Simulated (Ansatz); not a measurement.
ZnNi:
```
ZnNi
1.0
    2.68767     0.00000     0.00000
    0.00000     2.68767     0.00000
    0.00000     0.00000     3.20114
Zn Ni
1 1
Cartesian
  1.34384   1.34384   1.60057
  0.00000   0.00000   0.00000
```

Relaxed with r²SCAN. Special points in fractions of this cell's reciprocal vectors: Γ (0.000, 0.000, 0.000); X (0.000, 0.500, 0.000); M (0.500, 0.500, 0.000); Z (0.000, 0.000, 0.500); R (0.000, 0.500, 0.500); A (0.500, 0.500, 0.500).

### Question
List the band energies nearest the Fermi level at these points for plane-wave PAW r²SCAN (Ansatz code).

### Answer
In eV from the Fermi level; about four levels below and three above (degenerate sets whole), none deeper than 8.9 eV; points with the same levels are listed once.

| k | below | above |
|---|---|---|
| Γ | -2.30 -0.98 -0.98 -0.78 | 3.74 10.09 10.28 10.28 |
| X | -2.40 -2.38 -1.56 -1.06 | 0.46 11.37 11.57 |
| M | -1.44 -1.44 -0.56 -0.56 -0.23 | 5.08 5.61 13.66 |
| Z | -1.47 -1.47 -0.97 -0.83 | 15.05 15.05 16.02 |
| R | -1.62 -1.24 -1.03 -0.74 | 3.40 3.88 18.43 |
| A | -3.34 -3.34 -0.81 -0.22 | 5.68 5.68 5.83 5.83 |

Space group P4/mmm (L1₀ or tetragonal B2). The first step of the workflow began from a Materials Project structure, measured or hypothetical; the Crystallography Open Database files this formula in space group No. 123, but the cells were not matched. Whether it is the stable phase at ambient conditions was not checked. The cell was relaxed with r²SCAN under the symmetry of its start; whether a distortion lowers the energy is not shown. No spin polarisation was allowed.

Potentials: the later of the program's two PAW sets.
